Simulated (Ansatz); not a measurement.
Data:

Pb:
```cif
data_Pb4
_chemical_formula_sum 'Pb4'
_space_group_name_H-M_alt 'Fm-3m'
_space_group_IT_number 225
_space_group_name_Hall '-F 4 2 3'
_cell_length_a 5.04101
_cell_length_b 5.04101
_cell_length_c 5.04101
_cell_angle_alpha 90.000
_cell_angle_beta 90.000
_cell_angle_gamma 90.000
loop_
_atom_site_label
_atom_site_type_symbol
_atom_site_symmetry_multiplicity
_atom_site_Wyckoff_symbol
_atom_site_fract_x
_atom_site_fract_y
_atom_site_fract_z
_atom_site_occupancy
Pb1 Pb 4 b 0.50000 0.50000 0.50000 1
```
(The calculation used a cell of 1 atom; values per cell refer to that cell.)

This is the PBE-relaxed structure.

Problem. All from PBE (plane waves, PAW; program Ansatz), unless another level is named. Give the Hill bulk and shear moduli.

Solution. 39.4 and 10.8 GPa.

Problem. And the elastic constants (relaxed ions, GPa)?

Solution. C11 = 47.2, C12 = 35.5, C44 = 16.3.

The PBE relaxation kept the symmetry of its start. As this level gives no gap, shear constants depend on the k-mesh and smearing (Fermi–Dirac, 0.1 eV here). Spin–orbit coupling is left out wherever it is not named.

Potentials: the later of the program's two PAW sets.
